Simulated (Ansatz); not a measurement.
Here is an unrelaxed guess for Cu2Ni3.

```cif
data_structure
_symmetry_space_group_name_H-M 'P 1'
_symmetry_Int_Tables_number 1
_cell_length_a 2.5300
_cell_length_b 2.5300
_cell_length_c 20.0943
_cell_angle_alpha 90.000
_cell_angle_beta 90.000
_cell_angle_gamma 120.000
_cell_volume 111.39
loop_
_atom_site_label
_atom_site_type_symbol
_atom_site_fract_x
_atom_site_fract_y
_atom_site_fract_z
_atom_site_occupancy
Cu1 Cu 0.33333 0.66667 0.05000 1
Cu2 Cu 0.33333 0.66667 0.65000 1
Cu3 Cu 0.66667 0.33333 0.95000 1
Cu4 Cu 0.66667 0.33333 0.35000 1
Ni1 Ni 0.33333 0.66667 0.85000 1
Ni2 Ni 0.33333 0.66667 0.25000 1
Ni3 Ni 0.33333 0.66667 0.45000 1
Ni4 Ni 0.66667 0.33333 0.15000 1
Ni5 Ni 0.66667 0.33333 0.55000 1
Ni6 Ni 0.66667 0.33333 0.75000 1
```

Computed with DFT PBE, scalar-relativistic, plane waves, PAW in Ansatz. Plane waves to 420 eV, a k mesh through Γ of 6×6×1 on the computed 10-atom cell and Gaussian smearing (0.10 eV); collinear spin from starting moments 0.0 0.0 0.0 0.0 2.0 2.0 2.0 2.0 2.0 2.0 μB.

Formation energies are uncorrected and refer to the elements' standard structures at the same level.

**Question.** Estimate its pressure, forces and energy as it stands.

**Answer.** The pressure is 2.2 GPa (the mean over three directions, positive in compression), the largest force is 0.42 eV/Å, and the energy is +0.04 eV/atom against the elements. The shortest distance is 2.48 Å.

**Question.** How much does it gain on relaxing, and where does it end?

**Answer.** Relaxing gains under 0.1 eV/atom (the start's value is from the coarse mesh, so the gain is rough) in 10 ionic steps and ends at +0.04 eV/atom on the finer mesh. The symmetry stays P-3m1 (No. 164). The volume per atom grows by 1.3 %, from 11.1 to 11.3 Å³. The shortest distance goes from 2.48 Å (Cu–Ni, Cu–Cu and Ni–Ni) to 2.48 Å (Ni–Ni). Conventional cell: a = 2.506 Å, c = 20.761 Å. Cu on its first site is surrounded by 9 Cu at 2.51–2.58 Å and 3 Ni at 2.55 Å; Cu on its second site is surrounded by 6 Cu at 2.51 Å and 6 Ni at 2.55 Å; around Ni on its first site lie 9 Ni at 2.48–2.51 Å and 3 Cu at 2.55 Å; 2 more sites not described.

The last run used collinear spin, an 18×18×2 mesh (in the run's order of axes) for its 10-atom cell and Gaussian smearing of 0.10 eV. For metals, differences of a few meV/atom aren't resolved. Another magnetic order may lie lower. The relaxation can't lower the symmetry of the start. A structure relaxed within its symmetry needn't be a true minimum.
